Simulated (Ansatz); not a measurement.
## Sr2B (begun as CdCl2 type, now Fm-3m) from its elements: all-electron against pseudopotential results

```xyz
3
Lattice="2.4343 -1.4055 3.9782 0.0000 2.8109 3.9782 -2.4343 -1.4055 3.9782" Properties=species:S:1:pos:R:3 pbc="T T T"
B     0.0000    0.0000    0.0000
Sr    0.0000    0.0000    2.9834
Sr    0.0000    0.0000    8.9512
```

The cell comes from a relaxation on PAW files under the same functional, begun from a prototype that needn't be the stable phase.

All numbers are LDA results (scalar-relativistic) from Ansatz 0.2.0, with a Γ-centred 10×10×10 k mesh, Fermi–Dirac smearing of 0.05 eV, no spin polarisation. Methods: LAPW: all electrons, basis error target 0.5 meV/atom; PAW: frozen-core files, cutoff 420 eV.

The elements are taken as B alpha-B12, Sr fcc, each relaxed on PAW files under the same functional and computed by the same method as the compound; zero-point and thermal terms are left out.

The PAW files were made under PBE.

(1) Give the formation energy by each method, with the residual pressure at this cell and the LAPW gap.

(2) Give the LAPW value for one formula unit in kJ/mol.

(3) What Bader charges does the PAW density give?

## Answers

(1) 

```json
{"method": "LAPW", "ΔE(formation) (eV/atom)": "0.540", "P at this cell (GPa)": "0.00", "gap (eV)": "0.00"}
{"method": "PAW", "ΔE(formation) (eV/atom)": "0.539", "P at this cell (GPa)": "0.00", "gap (eV)": "–"}
```

(2) 0.540 eV/atom × 3 atoms × 96.485 kJ/(mol·eV) = 156.3 kJ/mol, at zero temperature and without zero-point motion.

(3) B1 -2.01 e, Sr2 +1.01 e.
